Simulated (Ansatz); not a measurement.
**Bi₂Pd: computed DOS**

```
CELL_PARAMETERS angstrom
-1.68100 1.68100 6.49150
1.68100 -1.68100 6.49150
1.68100 1.68100 -6.49150
ATOMIC_POSITIONS crystal
Bi 0.36300 0.36300 0.00000
Bi 0.63700 0.63700 0.00000
Pd 0.00000 0.00000 0.00000
```

The cell is COD entry 9012857, as deposited and not checked against the literature; nothing was relaxed.

Spin polarisation is left out, and whether a magnetic state lies lower isn't shown here.

Spin–orbit coupling is left out, though it moves levels of the heavy atoms by tenths of an eV or more.

The calculation used Ansatz 0.2.0, DFT, PBEsol, all-electron LAPW, scalar-relativistic.

Settings: a Γ-centred 15×15×15 k mesh, Fermi–Dirac smearing of 0.08 eV, basis error target 1 meV/atom, no spin polarisation.

States per eV and cell, averaged over 0.6 eV, from -12.4 to 6.6 eV, with energies (bin centres) from the Fermi level; empty bins are left out. The partial columns, the largest 3 alone, are projections on Löwdin-orthogonalised atomic shells (those that the program's projection atoms carry: the occupied ones and, for some elements, an empty d or f shell; other empty shells have no column), summed over atoms of an element. Weights on diffuse s and p shells depend on that basis and aren't pure angular character.

```
E (eV)  total  Bi 6p  Pd 4d  Bi 6s
 -12.2   0.87   0.16   0.01   0.70
 -11.6   1.57   0.19   0.04   1.33
 -11.0   1.84   0.16   0.11   1.56
 -10.4   1.08   0.08   0.08   0.91
  -9.8   0.39   0.02   0.02   0.34
  -9.2   0.16   0.01   0.00   0.15
  -6.2   0.24   0.19   0.04   0.00
  -5.6   0.76   0.58   0.14   0.02
  -5.0   2.30   1.49   0.74   0.04
  -4.4   2.54   1.31   1.14   0.06
  -3.8   4.33   1.11   3.06   0.10
  -3.2   5.94   0.85   4.89   0.15
  -2.6   3.97   1.05   2.72   0.13
  -2.0   2.10   0.84   1.16   0.07
  -1.4   2.65   1.45   1.02   0.12
  -0.8   0.95   0.62   0.23   0.07
  -0.2   1.04   0.72   0.22   0.05
   0.4   1.52   1.13   0.25   0.06
   1.0   1.91   1.42   0.26   0.06
   1.6   1.63   1.31   0.14   0.03
   2.2   1.79   1.31   0.13   0.02
   2.8   1.59   1.08   0.08   0.01
   3.4   1.55   0.85   0.05   0.01
   4.0   1.62   0.72   0.03   0.00
   4.6   1.30   0.47   0.02   0.00
   5.2   0.99   0.05   0.01   0.00
   5.8   1.02   0.04   0.01   0.00
   6.4   1.39   0.04   0.01   0.00
```

(1) Where is the centre of the filled Pd 4d states between -14 eV and the top of the filled states?

## Answers

(1) -3.25 eV from the Fermi level.
